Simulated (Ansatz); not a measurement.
## Structure relaxation, InP

The start is a generated cell, InP placed in the zincblende structure type. The cell and all atomic positions are relaxed at zero pressure with r2SCAN (plane waves to 500 eV, PAW, scalar-relativistic; Ansatz, a first-principles code). The first steps use a coarse 7×7×7 k-mesh.

The start:
```
InP
1.0
    0.00000     2.91591     2.91591
    2.91591     0.00000     2.91591
    2.91591     2.91591     0.00000
P In
1 1
Direct
  0.75000   0.75000   0.75000
  0.00000   0.00000   0.00000
```

Problem. By how much does the energy per atom fall from start to end?

Solution. 0.008 eV/atom.

Problem. How does the volume change?

Solution. +3.9 %, from 24.79 to 25.76 Å³/atom.

Problem. How do the shortest distances between atoms change?

Solution. The closest pairs of elements (up to four, under 3.6 Å), start → end: In–P 2.53 → 2.56 Å.

Problem. Give the final cell and atomic positions.

Solution. 
```cif
data_In4P4
_chemical_formula_sum 'P4 In4'
_space_group_name_H-M_alt 'F-43m'
_space_group_IT_number 216
_space_group_name_Hall 'F -4 2 3'
_cell_length_a 5.90665
_cell_length_b 5.90665
_cell_length_c 5.90665
_cell_angle_alpha 90.000
_cell_angle_beta 90.000
_cell_angle_gamma 90.000
loop_
_atom_site_label
_atom_site_type_symbol
_atom_site_symmetry_multiplicity
_atom_site_Wyckoff_symbol
_atom_site_fract_x
_atom_site_fract_y
_atom_site_fract_z
_atom_site_occupancy
P1 P 4 c 0.25000 0.25000 0.25000 1
In1 In 4 a 0.00000 0.00000 0.00000 1
```
(The calculation used a cell of 2 atoms; values per cell refer to that cell.)

The space group stays F-43m (No. 216) (the run could not lower it); the end is zinc blende type, with 2 atoms in the primitive cell. Final values are on a 10×10×10 k-mesh of the relaxed cell. No spin polarisation in the result.

The run could not lose the symmetry of its start; a randomly shaken copy of 2 atoms returns to this structure.

All atoms sit on sites fixed by symmetry, so only the cell could relax.
